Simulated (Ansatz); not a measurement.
Phonons of a relaxed structure of MgSe by density-functional perturbation theory (low response-accuracy setting, no LO–TO term) at Γ and zone-boundary points with q components 0 or ½ of the primitive reciprocal vectors. Calculation: r2SCAN (plane waves to 500 eV, PAW, scalar-relativistic; Ansatz, a program for electronic structure). Γ-centred k-mesh 8×8×8, Fermi–Dirac smearing 0.05 eV.

```xyz
2
Lattice="0.0000 2.9735 2.9735 2.9735 0.0000 2.9735 2.9735 2.9735 0.0000" Properties=species:S:1:pos:R:3 pbc="T T T"
Se     4.4602     4.4602     4.4602
Mg     0.0000     0.0000     0.0000
```

Space group F-43m (No. 216), zinc blende type.

```csv
q,wavenumbers (cm⁻¹; i marks imaginary)
Γ,"0 (×3), 273 (×3)"
"L (½, 0, 0)","58 (×2), 169, 269 (×2), 307"
"X (½, ½, 0)","86 (×2), 171, 263 (×2), 320"
```

No instability shows at these points (nothing beyond 15i cm⁻¹, the threshold used here). Other wavevectors were not sampled, so this does not prove stability.

No spin polarisation in the result.

The first start was generated by placing the elements on the sites of a structure type. Materials Project lists a structure of MgSe in the same space group, F-43m (No. 216); the sites were not compared with it, nor with measured phases. Known forms of MgSe include space group No. 225.
